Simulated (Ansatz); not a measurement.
Gd: frozen-core PAW against all-electron methods

```xyz
2
Lattice="3.7134 0.0000 0.0000 -1.8567 3.2159 0.0000 0.0000 0.0000 6.0175" Properties=species:S:1:pos:R:3 pbc="T T T"
Gd    0.0000    2.1439    1.5044
Gd    1.8567    1.0720    4.5131
```

Atom numbers follow the list: Gd1, Gd2.

Structure from Materials Project entry mp-155 (possibly hypothetical), not relaxed further. The listed cell was then made from it by scaling, straining or moving an atom.

Where the f shell is localised, expect the real compound to differ from this run without U.

Other magnetic orders may lie lower; this is the state that the run reached.

Spin–orbit coupling is left out, though it moves levels of the heavy atoms by tenths of an eV or more.

Methods: DFT, LDA, PAW with Ansatz's default frozen-core files, scalar-relativistic (Ansatz 0.2.0); DFT, LDA, all-electron PAW with datasets made for the crystal, scalar-relativistic (Ansatz 0.2.0); DFT, LDA, all-electron LAPW, scalar-relativistic (Ansatz 0.2.0).

For PAW: a Γ-centred 12×12×6 k mesh, Fermi–Dirac smearing of 0.03 eV, cutoff 420 eV, spin-polarised from start moments Gd1 7, Gd2 7 μB; the PAW files were made with PBE, and the program remakes their frozen cores for this functional. The crystal-made all-electron datasets (AE datasets) take a cutoff of 260 eV at this cell. LAPW targets a basis error of 1 meV/atom. The Ansatz runs share mesh, smearing and spin set-up. Plane-wave (PAW) pressures include the program's estimate of the Pulay term.

Stress and pressure are positive in compression.

The change that made this cell: volume scaled by 1.06.

| quantity | PAW | AE datasets | LAPW |
| --- | --- | --- | --- |
| pressure (GPa) | -5.61 | -5.60 | -5.60 |
| stress xx (GPa) | -5.38 | -5.37 | -5.37 |
| stress zz (GPa) | -6.08 | -6.07 | -6.07 |
| moment of the cell (μB) | 15.229 | 15.222 | 15.222 |
